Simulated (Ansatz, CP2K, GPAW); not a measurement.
# One calculation of AlSn, 3 ways

```
CELL_PARAMETERS angstrom
4.19811 0.00000 0.00000
-2.09905 3.63567 0.00000
0.00000 0.00000 3.30685
ATOMIC_POSITIONS crystal
Sn 0.33333 0.66667 0.50000
Al 0.00000 0.00000 0.00000
```

The cell comes from a database or a generator and needn't be the stable form of this composition.

Alike in all runs: task single point; functional LDA; k mesh 7 × 7 × 8; occupations gaussian, width 0.02 eV; no spin polarisation; no spin-orbit coupling. LDA stands for any of its common fits. Pressure is positive in compression and, in plane waves, holds the error of the finite cutoff.

```csv
program and potentials,plane-wave cutoff (eV),notes,pressure (GPa)
"Ansatz, all-electron LAPW, scalar-relativistic",-,-,-3.01
"CP2K, GTH_POTENTIALS Sn GTH-PADE-q4, Al GTH-PADE-q3; TZVP-MOLOPT-PBE-GTH basis",-,atomic basis; 3.5 valence electrons an atom on average,-3.33
"GPAW, the program's PAW data sets (release 1.2.1) made for this functional",600,8.5 valence electrons an atom on average,?
```

Estimate from the other rows what the run with GPAW, the program's PAW data sets (release 1.2.1) made for this functional gave.

Pressure -3.13 GPa. The other rows, which needn't bracket it: pressure -3.33 to -3.01.
